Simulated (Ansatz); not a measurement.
This guess for Hf3Si2N is about to be relaxed.

```xyz
6
Lattice="3.5438 0.0000 0.0000 0.0000 4.6739 0.0000 0.0000 0.0000 6.6940" Properties=species:S:1:pos:R:3 pbc="T T T"
Hf    0.0000    1.2240    3.3470
Hf    0.0000    3.4499    3.3470
Hf    1.7719    0.0000    3.3470
Si    0.0000    0.0000    1.1511
Si    0.0000    0.0000    5.5429
N     1.7719    2.3370    0.0000
```

Theory: DFT PBE, scalar-relativistic, plane waves, PAW in Ansatz 0.2.0. Cutoff 420 eV, Gaussian smearing, Γ-centred meshes. Cell and atoms relax first on a coarse mesh and then on a finer one. In between, the cell is made exact in the group found at 0.06 Å. In metals the finer mesh still leaves noise of several meV/atom or more. The steps can't lower the symmetry of their start. No spin polarisation.

A guess keeps its type if space group and coordination stay and the shape of the cell changes little (axis ratios within about 15 %, angles within 6°); the volume may change.

**Question.** Does it keep its structure type, or change into something else?

**Answer.** It doesn't keep its type. The symmetry stays Pmmm (No. 47). The volume per atom grows by 33.1 %, from 18.5 to 24.6 Å³. The shortest distance goes from 2.15 Å (Hf–Hf) to 2.20 Å (Si–Si). Counting neighbours within 15 % of an atom's shortest distance, the start has Hf 4, N 10, Si 3 and the end Hf 7/8, N 2, Si 3. In detail, at the end Hf on a site of symmetry mm2 is surrounded by 5 Hf at 2.89–2.99 Å and 2 Si at 3.20 Å; around Si lie 1 Si at 2.20 Å, 2 Hf at 2.53 Å, 2 Si at 2.99 Å and 2 Hf at 3.20 Å; around N lie 2 N at 2.99 Å (long against covalent radii, as for large ions); 1 more site not described.

```xyz
6
Lattice="2.9851 0.0000 0.0000 0.0000 6.2789 0.0000 0.0000 0.0000 7.8758" Properties=species:S:1:pos:R:3 pbc="T T T"
Hf    0.0000    3.1395    5.4041
Hf    0.0000    3.1395    2.4717
Hf    1.4926    3.1395    0.0000
Si    0.0000    5.1789    0.0000
Si    0.0000    1.1001    0.0000
N     1.4926    0.0000    3.9379
```

Energies over the elements count from the elements' standard structures at the same level (N₂ as a molecule), with no fitted energy shifts.

**Question.** At what energy does it end?

**Answer.** +1.51 eV/atom. The separate elements lie lower, so it is unstable against them.

The last run used a 12×6×6 mesh (in the run's order of axes) for its 6-atom cell and Gaussian smearing of 0.10 eV. These runs have no spin–orbit coupling, which can matter for Hf. N stands nearly free of neighbours here, and without spin polarisation the energy of such atoms comes out too high. The cell is a metal run without spin; a magnetic state may lie lower. Symmetry constrained the relaxation, so the result can be a saddle point. Another cell of Hf3Si2N relaxed alike, in R-3m, lies 2.06 eV/atom lower, so this cell isn't the stable form at this level.

In counts of neighbours, a slash parts the counts of unlike sites.
